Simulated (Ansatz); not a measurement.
Starting cell, Li (bcc, W type):

```
Li
1.0
   -3.43479     3.43479     3.43479
    1.71739    -1.71739     1.71739
    1.71739     1.71739    -1.71739
Li
2
Direct
  0.00000   0.00000   0.00000
  0.50000   0.00000   0.00000
```

A phonon eigenvector at N = (0.5, 0.0, 0.0) is frozen into this cell: atom i moves by Q times the vector below, so Q is the largest atomic displacement, in Å. The cell is held. (q is in reciprocal vectors of the primitive cell; the cell shown is doubled to hold the pattern.)

```
atom      x       y       z
----  -----  ------  ------
Li1   0.000  -0.707  -0.707
Li2   0.000   0.707   0.707
```

Method: PBE (plane waves to 420 eV, PAW, scalar-relativistic; Ansatz, a quantum-chemistry and plane-wave program). k mesh 19×19×19 (Γ-centred), Fermi-Dirac smearing 0.05 eV. The energy includes the smearing's −TS. With partly filled bands, energies and forces of such displacements shift with the k mesh and the smearing. Li was relaxed with its symmetry unable to fall. The PAW data are Ansatz's earlier set. ΔE is measured from the undisplaced structure.

| Q (Å) | ΔE (eV/cell) |
|---|---|
| -0.180 | 0.088 |
| -0.120 | 0.039 |
| -0.060 | 0.010 |
| 0.000 | 0.000 |
| 0.060 | 0.010 |
| 0.120 | 0.039 |
| 0.180 | 0.088 |

Which DFPT wavenumber at N = (0.5, 0.0, 0.0) belongs to this mode?
(A) 320 cm⁻¹
(B) 188 cm⁻¹
(C) 49 cm⁻¹

A, 320 cm⁻¹. The curvature of the scan gives 323 cm⁻¹

(A displaced cell: forces are minus the slopes of the energy, force constants its curvatures, and phonons follow from these.)
